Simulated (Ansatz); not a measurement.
All-electron LAPW in Ansatz 0.2.0 under LDA, scalar-relativistic, energies extrapolated to zero smearing. Slabs are 1×1 cells cut from bulk crystals relaxed on PAW files, with atoms then relaxed, 16 to 20 Å of vacuum, a dipole correction, k spacings of 0.16 to 0.26 Å⁻¹ and smearing of 0.02 to 0.1 eV, without spin–orbit coupling or spin polarisation. The bulk type named needn't be the stable one, and no reconstruction is allowed.

(1) Order these slabs by surface energy, lowest first.
A. fcc Rh (100), 5 layers
B. bcc Mo (111), 5 layers
C. fcc Ag (100), 5 layers
D. fcc Al (110), 5 layers
E. bcc Nb (110), 5 layers
F. bcc Ta (110), 5 layers
G. bcc Mo (100), 5 layers

## Answers

(1) D (1.13 J/m²), C (1.30 J/m²), E (2.39 J/m²), F (2.68 J/m²), A (3.06 J/m²), B (3.44 J/m²), G (3.79 J/m²).
